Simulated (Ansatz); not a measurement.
This guess for Li2GaC6 is about to be relaxed.

Space group F-43m (No. 216). a = 9.045 Å, b = 9.045 Å, c = 9.045 Å, α = 90.00°, β = 90.00°, γ = 90.00°
| atom | site | symmetry | x | y | z |
| --- | --- | --- | --- | --- | --- |
| Li | 4d | -43m | 0.2500 | 0.2500 | 0.7500 |
| Li | 4b | -43m | 0.5000 | 0.0000 | 0.0000 |
| Ga | 4a | -43m | 0.0000 | 0.0000 | 0.0000 |
| C | 24f | 2.mm | 0.8715 | 0.0000 | 0.0000 |

Theory: DFT PBE, scalar-relativistic, plane waves, PAW (Ansatz 0.2.0). Cutoff 420 eV, Gaussian smearing, Γ-centred meshes. Cell and atoms relax first on a coarse mesh and then on a finer one. In between, the cell is made exact in the group found at 0.06 Å. In metals the finer mesh still leaves noise of several meV/atom or more. The steps can't lower the symmetry of their start. No spin polarisation in the relaxation; trial moments died out in a coarse test.

A guess keeps its type if space group and coordination stay and the shape of the cell changes little (axis ratios within about 15 %, angles within 6°); the volume may change.

Question: Will the relaxed cell still be of the starting type?

Answer: It doesn't keep its type. The symmetry stays F-43m (No. 216). The volume per atom shrinks by 41.5 %, from 20.6 to 12.0 Å³. The shortest distance goes from 1.16 Å (Ga–C) to 1.70 Å (Li–C). Counting neighbours within 15 % of an atom's shortest distance, the start has C 1, Ga 6, Li 6/12 and the end C 1, Ga 6, Li 6/12. In detail, at the end Li on its first site is surrounded by 12 C at 2.68 Å; Ga is surrounded by 6 C at 2.08 Å; C is surrounded by 1 Li at 1.70 Å, 1 Ga at 2.08 Å, 4 C at 2.41 Å and 2 Li at 2.68 Å; 1 more site not described.

```cif
data_structure
_symmetry_space_group_name_H-M 'P 1'
_symmetry_Int_Tables_number 1
_cell_length_a 5.3500
_cell_length_b 5.3500
_cell_length_c 5.3500
_cell_angle_alpha 60.000
_cell_angle_beta 60.000
_cell_angle_gamma 60.000
_cell_volume 108.28
loop_
_atom_site_label
_atom_site_type_symbol
_atom_site_fract_x
_atom_site_fract_y
_atom_site_fract_z
_atom_site_occupancy
Li1 Li 0.25000 0.25000 0.25000 1
Li2 Li 0.50000 0.50000 0.50000 1
Ga1 Ga 0.00000 0.00000 0.00000 1
C1 C 0.27507 0.72493 0.72493 1
C2 C 0.72493 0.27507 0.27507 1
C3 C 0.27507 0.72493 0.27507 1
C4 C 0.72493 0.27507 0.72493 1
C5 C 0.27507 0.27507 0.72493 1
C6 C 0.72493 0.72493 0.27507 1
```

The last run used a 10×10×10 mesh for its 9-atom cell and Gaussian smearing of 0.10 eV. An odd number of electrons in the primitive cell allows no gap without spin; a larger cell or a magnetic state could open one. A structure relaxed within its symmetry needn't be a true minimum.

In counts of neighbours, a slash parts the counts of unlike sites.
